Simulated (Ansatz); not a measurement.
A geometry of P away from equilibrium: step 4 of the relaxation of a relaxed P cell displaced along its unstable phonon at q = Γ (122i cm⁻¹), largest move 0.15 Å. Computed with PBEsol (plane waves to 420 eV, PAW, scalar-relativistic; Ansatz, a quantum-chemistry and plane-wave program). Γ-centred k-mesh 7×7×7 on the run's cell (coarser than for final values), Fermi–Dirac smearing 0.05 eV. The plane waves were selected for a different cell earlier on the path.

```
P
1.0
   -3.26537     3.12968     3.25080
    3.26537    -3.12968     3.25080
    3.26537     3.12968    -3.25080
P
8
Direct
  0.35108   0.33250   0.31491
  0.47482   0.95698   0.22151
  0.02518   0.24669   0.48216
  0.14892   0.46383   0.98142
  0.76454   0.74669   0.72151
  0.48240   0.96383   0.81491
  0.01760   0.83250   0.48142
  0.73546   0.45698   0.98216
```

Problem. Give the Cartesian forces on all atoms (eV/Å).

Solution. 
| atom | Fx | Fy | Fz |
|---|---|---|---|
| P1 | 0.13 | 0.01 | 0.15 |
| P2 | -0.13 | -0.09 | -0.35 |
| P3 | -0.13 | 0.09 | 0.35 |
| P4 | 0.13 | -0.01 | -0.15 |
| P5 | -0.13 | -0.09 | 0.35 |
| P6 | 0.13 | 0.01 | -0.15 |
| P7 | 0.13 | -0.01 | 0.15 |
| P8 | -0.13 | 0.09 | -0.35 |

The path ends in Pm-3m (No. 221) (AFLOW prototype A_cP1_221_a (A_h)). No spin polarisation in the result. The relaxed primitive cell holds an odd number of electrons. A magnetic state may lie lower.

The run could not lose the symmetry of its start, so the end can be a saddle point.

The end of the path is a generated cell of P: the first start was made by placing the elements on the sites of a structure type, and the end was not matched to a known phase here, so it may be hypothetical. Known forms of P include space group No. 64.
